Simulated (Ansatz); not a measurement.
# Phonons of HgPd (P4/mmm)

```xyz
2
Lattice="3.0220 0.0000 0.0000 0.0000 3.0220 0.0000 0.0000 0.0000 3.7129" Properties=species:S:1:pos:R:3 pbc="T T T"
Hg    0.0000    0.0000    0.0000
Pd    1.5110    1.5110    1.8564
```

Level of theory, where no other is named: PBEsol, PAW on Ansatz 0.2.0's default frozen-core files (fitted under PBE), scalar-relativistic. k mesh 12×12×10, Fermi-Dirac smearing of 0.100 eV, cutoff 420 eV. The cell was relaxed by PAW under this functional.

Atoms are displaced by 0.0025 Å in the smallest supercells that hold the wave vectors of a 2×2×2 mesh. Negative values stand for unstable modes.

(1) What are the phonon energies at the solved wave vectors, in THz?

(2) Is the structure dynamically stable at these wave vectors?

(3) How do the optical zone-centre modes decompose, and which are active?

(4) The cell is scaled evenly to 32.890 and 34.925 Å³ (from 33.907), with free atoms relaxed and the shape held, so these aren't the values under hydrostatic pressure. What are the mode Grüneisen parameters γ = −d ln ω/d ln V?

Answers

(1) 

```csv
q,point,modes (THz)
0.000 0.000 0.000,Gamma,"3.80 (×2), 5.01"
0.500 0.000 0.000,X,"2.12, 2.76, 2.89, 3.62, 3.93, 4.23"
0.500 0.500 0.000,M,"2.25 (×2), 2.57, 3.76, 4.95 (×2)"
0.000 0.000 0.500,Z,"2.24 (×2), 2.83 (×2), 3.54, 3.99"
0.500 0.000 0.500,R,"1.36, 1.74, 2.15, 2.94, 5.00, 5.12"
0.500 0.500 0.500,A,"2.91, 3.43, 3.56 (×2), 3.78 (×2)"
```

(2) Yes, no mode is unstable there; wave vectors off this mesh aren't tested.

(3) Point group 4/mmm: Γ_opt = Eu + A2u.

```json
{"label": "Eu", "THz": "3.80", "activity": "IR", "mostly": "Pd (65 %)"}
{"label": "A2u", "THz": "5.01", "activity": "IR", "mostly": "Pd (65 %)"}
```

In a metal the activity is that of symmetry alone; free carriers screen the infrared modes.

(4) For the highest mode, 185.1 cm⁻¹ in the small cell and 157.0 in the large one give γ ≈ 2.74. From the change of the dynamical matrix on each mode:

```tsv
point	cm⁻¹	γ
Gamma	126.9	2.86
Gamma	167.0	2.81
X	70.8	2.78
X	92.1	2.93
X	96.5	2.96
X	120.8	3.28
X	131.0	2.27
X	140.9	3.12
M	75.2	2.48
M	85.7	2.94
M	125.3	2.79
M	165.0	2.88
Z	74.8	2.74
Z	94.4	3.22
Z	118.2	2.24
Z	133.1	2.88
R	45.2	1.98
R	58.0	1.53
R	71.7	2.68
R	98.1	2.85
R	166.7	3.00
R	170.7	2.75
A	97.0	2.62
A	114.5	3.65
A	118.7	2.44
A	126.2	3.67
```

Weighted by the modes' heat capacities at 300 K, the mean on this mesh is 2.77; it moves with the q mesh, and a coarse one overweights the zone boundary.

Keep in mind: frozen-core PAW files fitted under PBE, their cores solved anew for the functional of the run; responses of metals move with mesh and smearing; no spin-orbit coupling on heavy atoms.
